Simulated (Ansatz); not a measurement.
HfSO:
Space group P2₁3 (No. 198); a = b = c = 5.6453 Å, α = β = γ = 90.00°

```json
[
 {"atom": "Hf", "site": "4a", "symmetry": ".3.", "x": "0.3200", "y": "0.3200", "z": "0.3200"},
 {"atom": "S", "site": "4a", "symmetry": ".3.", "x": "0.5825", "y": "0.5825", "z": "0.5825"},
 {"atom": "O", "site": "4a", "symmetry": ".3.", "x": "0.9057", "y": "0.9057", "z": "0.9057"}
]
```

Relaxed with PBEsol.

Question: Which orbitals make up the states near the band edges in PBEsol in the plane-wave PAW code Ansatz?

Answer: Top 1 eV of the valence band: S 3p 72 %, O 2p 15 %, Hf 5d 9 %. Bottom 1 eV of the conduction band: Hf 5d 77 %, O 2p 7 %, S 3p 6 %, outside the projected shells 5 %. Projections are on Löwdin-orthogonalised atomic valence shells; empty p or d shells of many metals are not among them.

Question: Tabulate the density of states.

Answer: States/eV per cell of 12 atoms, in 0.25 eV bins, energy from the valence-band maximum.

| E (eV) | total | Hf 5d | S 3p | O 2p |
|---|---|---|---|---|
| -7.85 | 0.00 | 0.00 | 0.00 | 0.00 |
| -7.60 | 0.00 | 0.00 | 0.00 | 0.00 |
| -7.35 | 0.00 | 0.00 | 0.00 | 0.00 |
| -7.10 | 0.00 | 0.00 | 0.00 | 0.00 |
| -6.85 | 0.00 | 0.00 | 0.00 | 0.00 |
| -6.60 | 0.00 | 0.00 | 0.00 | 0.00 |
| -6.35 | 0.00 | 0.00 | 0.00 | 0.00 |
| -6.10 | 0.03 | 0.01 | 0.01 | 0.02 |
| -5.85 | 2.81 | 0.57 | 0.53 | 1.37 |
| -5.60 | 7.55 | 1.40 | 1.34 | 3.91 |
| -5.35 | 8.38 | 1.66 | 1.41 | 4.43 |
| -5.10 | 14.27 | 3.64 | 2.07 | 7.84 |
| -4.85 | 14.56 | 3.57 | 1.88 | 8.48 |
| -4.60 | 12.87 | 2.70 | 1.32 | 8.18 |
| -4.35 | 6.59 | 1.24 | 1.00 | 4.03 |
| -4.10 | 8.27 | 1.42 | 1.42 | 4.99 |
| -3.85 | 6.91 | 0.94 | 1.16 | 4.42 |
| -3.60 | 8.84 | 0.97 | 1.79 | 5.62 |
| -3.35 | 2.77 | 0.29 | 0.52 | 1.85 |
| -3.10 | 1.75 | 0.14 | 0.32 | 1.22 |
| -2.85 | 5.21 | 0.65 | 2.61 | 1.48 |
| -2.60 | 7.33 | 1.17 | 3.93 | 1.59 |
| -2.35 | 5.89 | 1.03 | 2.82 | 1.68 |
| -2.10 | 11.06 | 1.90 | 5.44 | 2.92 |
| -1.85 | 3.75 | 0.66 | 2.23 | 0.65 |
| -1.60 | 15.51 | 2.38 | 9.31 | 3.19 |
| -1.35 | 13.72 | 1.70 | 8.47 | 3.09 |
| -1.10 | 5.44 | 0.68 | 3.59 | 0.96 |
| -0.85 | 9.79 | 1.02 | 6.90 | 1.51 |
| -0.60 | 12.34 | 1.02 | 9.02 | 1.91 |
| -0.35 | 5.10 | 0.37 | 3.81 | 0.77 |
| -0.10 | 1.23 | 0.07 | 0.95 | 0.19 |
| 0.15 | 0.00 | 0.00 | 0.00 | 0.00 |
| 0.40 | 0.00 | 0.00 | 0.00 | 0.00 |
| 0.65 | 0.00 | 0.00 | 0.00 | 0.00 |
| 0.90 | 0.00 | 0.00 | 0.00 | 0.00 |
| 1.15 | 0.00 | 0.00 | 0.00 | 0.00 |
| 1.40 | 0.00 | 0.00 | 0.00 | 0.00 |
| 1.65 | 0.00 | 0.00 | 0.00 | 0.00 |
| 1.90 | 0.00 | 0.00 | 0.00 | 0.00 |
| 2.15 | 0.00 | 0.00 | 0.00 | 0.00 |
| 2.40 | 0.00 | 0.00 | 0.00 | 0.00 |
| 2.65 | 0.01 | 0.01 | 0.00 | 0.00 |
| 2.90 | 2.35 | 1.93 | 0.12 | 0.10 |
| 3.15 | 6.09 | 4.76 | 0.32 | 0.37 |
| 3.40 | 14.50 | 11.07 | 0.79 | 0.99 |
| 3.65 | 9.03 | 6.82 | 0.55 | 0.68 |
| 3.90 | 9.48 | 7.14 | 0.64 | 0.42 |
| 4.15 | 9.80 | 7.42 | 0.72 | 0.37 |
| 4.40 | 13.63 | 10.26 | 0.93 | 0.79 |
| 4.65 | 15.43 | 10.72 | 1.38 | 0.99 |
| 4.90 | 3.66 | 2.32 | 0.44 | 0.28 |
| 5.15 | 5.91 | 3.66 | 0.79 | 0.48 |
| 5.40 | 6.56 | 4.08 | 0.74 | 0.51 |
| 5.65 | 4.37 | 2.82 | 0.28 | 0.26 |
| 5.90 | 11.45 | 7.40 | 0.58 | 1.13 |
| 6.15 | 3.20 | 2.06 | 0.21 | 0.26 |
| 6.40 | 10.35 | 6.26 | 1.21 | 0.68 |
| 6.65 | 4.68 | 2.59 | 0.61 | 0.38 |
| 6.90 | 10.45 | 5.83 | 1.57 | 1.03 |
| 7.15 | 7.73 | 3.86 | 1.11 | 0.87 |
| 7.40 | 9.47 | 4.19 | 1.31 | 1.07 |

Space group P2_13. The workflow started from a Materials Project entry (that database holds measured and hypothetical structures alike); the Crystallography Open Database copy checked does not list it. Whether it is the stable phase at ambient conditions was not checked. Symmetry was held in the PBEsol relaxation; its stability against distortions is not shown here. No spin polarisation was allowed. Spin–orbit coupling is left out wherever it is not named.

Potentials: the later of the program's two PAW sets.
